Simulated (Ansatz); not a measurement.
Pt (bcc (W type), space group No. 229) at seven volumes, DFT-LDA in the program Ansatz with PAW potentials, scaled uniformly. One row is withheld.

```csv
V (Å³/atom),P (GPa)
13.569,35.83
14.017,21.59
14.464,9.78
14.911,0.00
15.359,-8.09
15.806,?
16.253,-20.29
```

**Question.** Fit the shown pressures and predict the withheld one.

**Answer.** P = (3/2)B₀(x^(7/2) − x^(5/2))[1 + (3/4)(B′ − 4)(x − 1)] with x = (V₀/V)^(2/3). Least squares on the six rows gives V₀ = 14.912 Å³/atom, B₀ = 296 GPa, B′ = 5.29. At V = 15.806, x = 0.9619 and P = -14.78 GPa. The run itself gave -14.79 GPa.

Space group Im-3m (bcc (W type)). The workflow started from a Materials Project entry (that database holds measured and hypothetical structures alike); the Crystallography Open Database copy checked does not list it. It is not the phase usual at ambient conditions (space group No. 225). The LDA relaxation kept the symmetry of its start. At this level the phase is mechanically unstable. The run is not spin-polarised. Scalar-relativistic: spin–orbit coupling is off unless named, which matters more the heavier the elements.

Potentials: the later of the program's two PAW sets.
